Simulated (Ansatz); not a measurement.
LaTaO₄:
```xyz
12
Lattice="1.9763 -7.3562 0.0000 1.9763 7.3562 0.0000 0.0000 0.0000 5.6486" Properties=species:S:1:pos:R:3 pbc="T T T"
La     1.9763    -4.8362     0.9561
La     1.9763     4.8362     3.7804
Ta     1.9763    -1.2530     1.2226
Ta     1.9763     1.2530     4.0469
O      1.9763    -6.0824     4.2324
O      1.9763     6.0824     1.4081
O      1.9763     0.4511     0.3339
O      1.9763    -0.4511     3.1582
O      1.9763    -2.9273     2.3892
O      1.9763     2.9273     5.2135
O      1.9763    -2.4020     5.3637
O      1.9763     2.4020     2.5394
```

Relaxed with r²SCAN.

Task: Tabulate the valence density and the electron localisation function along the shortest La–O contact (2.39 Å), r²SCAN (plane waves, PAW; program Ansatz).

Result: 

```csv
distance from La (Å),density (e/Å³),ELF
0.24,1.40,0.04
0.36,1.49,0.24
0.48,1.61,0.53
0.60,1.64,0.73
0.72,1.52,0.82
0.84,1.24,0.82
0.95,0.92,0.74
1.07,0.64,0.50
1.19,0.48,0.26
1.31,0.44,0.21
1.43,0.52,0.37
1.55,0.76,0.64
1.67,1.20,0.80
1.79,2.05,0.83
1.91,3.45,0.81
2.03,5.14,0.71
2.15,6.57,0.51
```

The density is the valence pseudo-density with augmentation charge, so density and ELF within about 1 Å of a nucleus are not all-electron values.

Space group Cmc2_1. The first step of the workflow began from a Materials Project structure, measured or hypothetical; the Crystallography Open Database files this formula in space group No. 36, but the cells were not matched. Whether it is the stable phase at ambient conditions was not checked. The cell was relaxed with r²SCAN under the symmetry of its start; its stability against distortions is not shown here. No spin polarisation was allowed. Spin–orbit coupling is left out wherever it is not named.

Potentials: the later of the program's two PAW sets.
